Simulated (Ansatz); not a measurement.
**Two states of K2NaCrF6**

```
Cr F K Na
1.0
     0.00000    4.08918    4.08918
     4.08918    0.00000    4.08918
     4.08918    4.08918    0.00000
Cr F K Na
1 6 2 1
Cartesian
  0.0000 0.0000 0.0000
  1.8753 4.0892 4.0892
  4.0892 1.8753 4.0892
  6.3031 4.0892 4.0892
  4.0892 6.3031 4.0892
  4.0892 4.0892 1.8753
  4.0892 4.0892 6.3031
  2.0446 2.0446 2.0446
  6.1338 6.1338 6.1338
  4.0892 4.0892 4.0892
```

Level: r2SCAN, with U_eff = 6.38 eV on Cr d (all-electron-ortho-atomic projectors); 500 eV; 5×5×5 Γ-centred mesh; fermi-dirac occupations (width 0.1 eV); Ansatz 0.2.0, fixed geometry.

State A: Cr1 up (collinear spin). State B: no moments (no spin polarisation).

Problem. Compare the two self-consistent states.

Solution. State A is lower by 462.9 meV an atom at zero smearing; in free energy at this smearing B lies +456.2 meV an atom from A.

```tsv
state	free energy (meV/atom)	largest moment in a small sphere (μB)	net moment (μB/cell)	gap on mesh (eV)	pressure (GPa)	largest force (eV/Å)
A	0.0	2.40	3.00	6.66	4.5	0.99
B	456.2	0.00	0.00	metal	4.2	1.25
```

Origin: a database entry at a rescaled volume. Caveats: the state breaks the symmetry of the cell; odd electron count without spin polarisation, so a magnetic state may lie lower; the Fermi level lies in a narrow band between gaps, which spin or distortion may split.
